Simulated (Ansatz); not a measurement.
Starting cell, Zr (hcp, Mg type):

```yaml
crystal:
  lattice:
    - [3.23126, 0.00000, 0.00000]
    - [-1.61563, 2.79835, 0.00000]
    - [0.00000, 0.00000, 5.17316]
  atoms:
    - { symbol: Zr, position: [0.33333, 0.66667, 0.75000] }
    - { symbol: Zr, position: [0.66667, 0.33333, 0.25000] }
```

A phonon eigenvector at Γ is frozen into this cell: atom i moves by Q times the vector below, so Q is the largest atomic displacement, in Å. The cell is held.

```
atom      x      y       z
----  -----  -----  ------
Zr1   0.000  0.000  -1.000
Zr2   0.000  0.000   1.000
```

All values below come from PBE (plane waves to 420 eV, PAW, scalar-relativistic; Ansatz, a program for electronic structure). k mesh 17×17×9 (Γ-centred), Fermi-Dirac smearing 0.05 eV. With partly filled bands, energies and forces of such displacements shift with the k mesh and the smearing. Zr is run without spin polarisation. Zr was relaxed with its symmetry unable to fall. 

```csv
Q (Å),−dE/dQ from forces (eV/Å)
-0.100,1.993
-0.083,1.585
-0.067,1.213
-0.050,0.865
-0.033,0.544
-0.017,0.255
0.000,0.000
0.017,-0.255
0.033,-0.544
0.050,-0.865
0.067,-1.213
0.083,-1.585
0.100,-1.993
```

What harmonic wavenumber does the curvature at Q = 0 give?

149 cm⁻¹. E″ = 14.97 eV/Å², M = Σ mᵢ|uᵢ|² = 182.4 u, ν̃ = 521.5·√(|E″|/M).

(A displaced cell: forces are minus the slopes of the energy, force constants its curvatures, and phonons follow from these.)
